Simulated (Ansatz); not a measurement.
ZrGeSb:
```
CELL_PARAMETERS angstrom
      3.82406     0.00000     0.00000
      0.00000     3.82406     0.00000
      0.00000     0.00000     8.69486
ATOMIC_POSITIONS crystal
  Zr 0.50000 0.00000 0.24947
  Zr 0.00000 0.50000 0.75053
  Ge 0.50000 0.50000 0.00000
  Ge 0.00000 0.00000 0.00000
  Sb 0.50000 0.00000 0.61131
  Sb 0.00000 0.50000 0.38869
```

Relaxed with r²SCAN. Special points in fractions of this cell's reciprocal vectors: Γ (0.000, 0.000, 0.000); X (0.000, 0.500, 0.000); M (0.500, 0.500, 0.000); Z (0.000, 0.000, 0.500); R (0.000, 0.500, 0.500); A (0.500, 0.500, 0.500).

### Question
List the band energies nearest the Fermi level at these points for r²SCAN (plane waves, PAW; program Ansatz).

### Answer
In eV from the Fermi level; about four levels below and three above (degenerate sets whole), none deeper than 8.9 eV; points with the same levels are listed once.

| k | below | above |
|---|---|---|
| Γ | -2.42 -2.42 -1.29 -1.29 -1.26 | 0.66 0.74 0.76 0.76 |
| X | -1.11 -1.11 -1.09 -1.09 | 0.03 0.03 1.98 1.98 |
| M | -1.71 -1.71 -1.47 -1.47 | 3.59 3.59 3.73 3.73 |
| Z | -1.58 -1.58 -1.52 -1.38 | 0.24 1.05 1.18 |
| R | -1.22 -1.22 -0.53 -0.53 | 0.42 0.42 2.49 2.49 |
| A | -1.66 -1.66 -1.50 -1.50 | 2.57 2.57 3.59 3.59 |

Space group P4/nmm. The workflow started from a Materials Project entry (that database holds measured and hypothetical structures alike); the Crystallography Open Database copy checked does not list it. Its standing as an ambient phase is unchecked. Symmetry was held in the r²SCAN relaxation; its stability against distortions is not shown here. No spin polarisation was allowed. Scalar-relativistic: spin–orbit coupling is off unless named, which matters more the heavier the elements.

Potentials: the later of the program's two PAW sets.
